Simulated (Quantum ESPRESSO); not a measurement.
Ta2InSnLi2Au2, input and log of a self-consistent run

Computed values, not a measurement. The program is pw.x of Quantum ESPRESSO 7.5 (plane-wave density functional theory). The cell is made up: eight metal atoms on a hexagonal close-packed lattice, with elements, volume, strain and displacements drawn at random and not relaxed, so it may be unstable or far from any real phase. PseudoDojo standard norm-conserving files set the functional (PBE unless stated); there is no spin polarisation or spin-orbit coupling, the Fermi-Dirac width of 0.25 eV means electrons at about 2900 K, and the masses in the input are unused placeholders. The tin pseudopotential is less sure than most, with forces differing by about three percent from a second method on plain tin. Heavy elements are run without spin-orbit coupling, which real alloys of them have. A spin test at this wide smearing found no moment, but such smearing suppresses magnetism that the real alloy may have.

Input:

```
&control calculation='scf', pseudo_dir='./dojo.nc.sr.pbe.v0_5.standard.upf', outdir='./o', disk_io='minimal', tprnfor=.true., tstress=.true. /
&system ibrav=0, nat=8, ntyp=5, nbnd=59, ecutwfc=75.99759826, nosym=.true., tot_charge=0,
 occupations='smearing', smearing='fd', degauss=0.0183746611
/
&electrons conv_thr=1.470e-08, electron_maxstep=70, mixing_beta=0.5 /
ATOMIC_SPECIES
Au 1.0 Au.upf
In 1.0 In.upf
Li 1.0 Li.upf
Sn 1.0 Sn.upf
Ta 1.0 Ta.upf
CELL_PARAMETERS angstrom
0.0653 0.032 -4.8896
0.0289 5.236 -0.0349
6.2193 0.0333 -0.0822
ATOMIC_POSITIONS angstrom
Ta -0.0283 0.0535 0.0235
In 3.0663 0.0594 0.0094
Sn 1.5425 2.5243 -0.1017
Li 4.7014 2.6599 -0.0484
Au 0.0145 1.7611 -2.4454
Au 3.1038 1.7313 -2.4689
Li 1.5966 4.4344 -2.5065
Ta 4.742 4.4274 -2.4941
K_POINTS automatic
5 5 4 1 1 1
```

The log is shortened where brackets say so; the opening notice, blank lines, dates and the lines on written files are dropped, and the path of the files is cut. It prints rydbergs, bohrs and kilobars, and counts compression as positive stress. Its total energy is the free energy E - TS of the whole cell.

```
     Program PWSCF v.7.5
     Parallel version (MPI & OpenMP), running on       4 processor cores
     Number of MPI processes:                 4
     Threads/MPI process:                     1
     [start-up lines left out]
     bravais-lattice index     =            0
     lattice parameter (alat)  =       9.2410  a.u.
     unit-cell volume          =    1074.2443 (a.u.)^3
     number of atoms/cell      =            8
     number of atomic types    =            5
     number of electrons       =        97.00
     number of Kohn-Sham states=           59
     kinetic-energy cutoff     =      75.9976  Ry
     charge density cutoff     =     303.9904  Ry
     scf convergence threshold =      1.5E-08
     mixing beta               =       0.5000
     number of iterations used =            8  plain     mixing
     Exchange-correlation= PBE
                           (   1   4   3   4   0   0   0)
     [axes and pseudopotential details left out]
   Cartesian axes
     site n.     atom                  positions (alat units)
         1        Ta     tau(   1) = (  -0.0057872   0.0109404   0.0048056  )
         2        In     tau(   2) = (   0.6270372   0.0121469   0.0019222  )
         3        Sn     tau(   3) = (   0.3154306   0.5162019  -0.0207969  )
         4        Li     tau(   4) = (   0.9614038   0.5439312  -0.0098975  )
         5        Au     tau(   5) = (   0.0029651   0.3601328  -0.5000674  )
         6        Au     tau(   6) = (   0.6347057   0.3540389  -0.5048730  )
         7        Li     tau(   7) = (   0.3264937   0.9068042  -0.5125619  )
         8        Ta     tau(   8) = (   0.9697062   0.9053727  -0.5100262  )
     number of k points=    50  Fermi-Dirac smearing, width (Ry)=  0.0184
                       cart. coord. in units 2pi/alat
        k(    1) = (   0.0964951   0.0922080  -0.0981189), wk =   0.0400000
        k(    2) = (   0.2931066   0.0911402  -0.0955002), wk =   0.0400000
     [further k points left out]
     Dense  grid:    96183 G-vectors     FFT dimensions: (  54,  60,  72)
     Estimated max dynamical RAM per process >     310.54 MB
     Estimated total dynamical RAM >       1.14 GB
     Initial potential from superposition of free atoms
     starting charge      96.9834, renormalised to      97.0000
     Starting wfcs are   62 randomized atomic wfcs
     total cpu time spent up to now is        3.7 secs
     per-process dynamical memory:   241.1 Mb
     Self-consistent Calculation
     iteration #  1     ecut=    76.00 Ry     beta= 0.50
     Davidson diagonalization with overlap
     ethr =  1.00E-02,  avg # of iterations =  4.8
     total cpu time spent up to now is       11.1 secs
     total energy              =   -1171.81262634 Ry
     estimated scf accuracy    <       1.33889510 Ry
     iteration #  2     ecut=    76.00 Ry     beta= 0.50
     Davidson diagonalization with overlap
     ethr =  1.38E-03,  avg # of iterations =  3.1
     total cpu time spent up to now is       18.3 secs
     total energy              =   -1172.04859740 Ry
     estimated scf accuracy    <       3.68495615 Ry
     iteration #  3     ecut=    76.00 Ry     beta= 0.50
     Davidson diagonalization with overlap
     ethr =  1.38E-03,  avg # of iterations =  2.8
     total cpu time spent up to now is       25.2 secs
     total energy              =   -1172.46129267 Ry
     estimated scf accuracy    <       0.23732260 Ry
     iteration #  4     ecut=    76.00 Ry     beta= 0.50
     Davidson diagonalization with overlap
     ethr =  2.45E-04,  avg # of iterations =  2.1
     total cpu time spent up to now is       31.7 secs
     total energy              =   -1172.48398446 Ry
     estimated scf accuracy    <       0.14802434 Ry
     iteration #  5     ecut=    76.00 Ry     beta= 0.50
     Davidson diagonalization with overlap
     ethr =  1.53E-04,  avg # of iterations =  2.0
     total cpu time spent up to now is       37.8 secs
     total energy              =   -1172.49959387 Ry
     estimated scf accuracy    <       0.05558503 Ry
     [iterations 6 to 7 left out]
     iteration #  8     ecut=    76.00 Ry     beta= 0.50
     Davidson diagonalization with overlap
     ethr =  8.85E-07,  avg # of iterations =  2.0
     total cpu time spent up to now is       58.9 secs
     total energy              =   -1172.50497280 Ry
     estimated scf accuracy    <       0.00009996 Ry
     iteration #  9     ecut=    76.00 Ry     beta= 0.50
     Davidson diagonalization with overlap
     ethr =  1.03E-07,  avg # of iterations =  2.2
     total cpu time spent up to now is       65.6 secs
     total energy              =   -1172.50498078 Ry
     estimated scf accuracy    <       0.00002080 Ry
     iteration # 10     ecut=    76.00 Ry     beta= 0.50
     Davidson diagonalization with overlap
     ethr =  2.14E-08,  avg # of iterations =  2.2
     total cpu time spent up to now is       72.3 secs
     total energy              =   -1172.50498357 Ry
     estimated scf accuracy    <       0.00000078 Ry
     iteration # 11     ecut=    76.00 Ry     beta= 0.50
     Davidson diagonalization with overlap
     ethr =  8.03E-10,  avg # of iterations =  4.4
     total cpu time spent up to now is       80.7 secs
     total energy              =   -1172.50498370 Ry
     estimated scf accuracy    <       0.00000022 Ry
     iteration # 12     ecut=    76.00 Ry     beta= 0.50
     Davidson diagonalization with overlap
     ethr =  2.24E-10,  avg # of iterations =  2.0
     total cpu time spent up to now is       87.5 secs
     End of self-consistent calculation
     [lines on levels left out]
!    total energy              =   -1172.50498372 Ry
     estimated scf accuracy    <          8.1E-09 Ry
     smearing contrib. (-TS)   =      -0.08798237 Ry
     internal energy E=F+TS    =   -1172.41700136 Ry
     The total energy is F=E-TS. E is the sum of the following terms:
     one-electron contribution =    -452.48427713 Ry
     hartree contribution      =     265.50131710 Ry
     xc contribution           =    -253.92156904 Ry
     ewald contribution        =    -731.51247229 Ry
     convergence has been achieved in  12 iterations
     Forces acting on atoms (cartesian axes, Ry/au):
     atom    1 type  5   force =    -0.03232566   -0.04306938   -0.00378456
     atom    2 type  2   force =     0.02976419   -0.03016828   -0.00519529
     atom    3 type  4   force =    -0.03504687    0.05217700    0.00767276
     atom    4 type  3   force =    -0.00209161   -0.00323592   -0.00133279
     atom    5 type  1   force =    -0.03140053   -0.00609324   -0.00500099
     atom    6 type  1   force =     0.02653505    0.01427903    0.00026159
     atom    7 type  3   force =     0.00202419   -0.00600787    0.00229303
     atom    8 type  5   force =     0.04254124    0.02211865    0.00508625
     Total force =     0.114412     Total SCF correction =     0.000298
     Computing stress (Cartesian axis) and pressure
          total   stress  (Ry/bohr**3)                   (kbar)     P=      -53.97
  -0.00027006  -0.00011791   0.00004703          -39.73      -17.35        6.92
  -0.00011791  -0.00036813   0.00000587          -17.35      -54.15        0.86
   0.00004703   0.00000587  -0.00046252            6.92        0.86      -68.04
     init_run     :      3.46s CPU      3.60s WALL (       1 calls)
     electrons    :     83.47s CPU     83.87s WALL (       1 calls)
     forces       :      1.46s CPU      1.47s WALL (       1 calls)
     stress       :      5.07s CPU      5.07s WALL (       1 calls)
     [timing details left out]
     PWSCF        :   1m33.54s CPU   1m34.15s WALL
     JOB DONE.
```

In other units: free energy -15952.743 eV for the cell, pressure -5.40 GPa, largest force component 1.342 eV/Å in size. The run took 96 s of wall time with four MPI processes on a shared machine (AMD EPYC, Zen 5, virtual cores), so the time is rough. A rerun of this cell at a higher cutoff and on a denser mesh moved values by no more than 0.004 eV in energy, 0.07 GPa in stress and 0.005 eV/Å in force, and a second program with other atomic files agreed on that cell to 2 % rms in force and 0.5 GPa in pressure.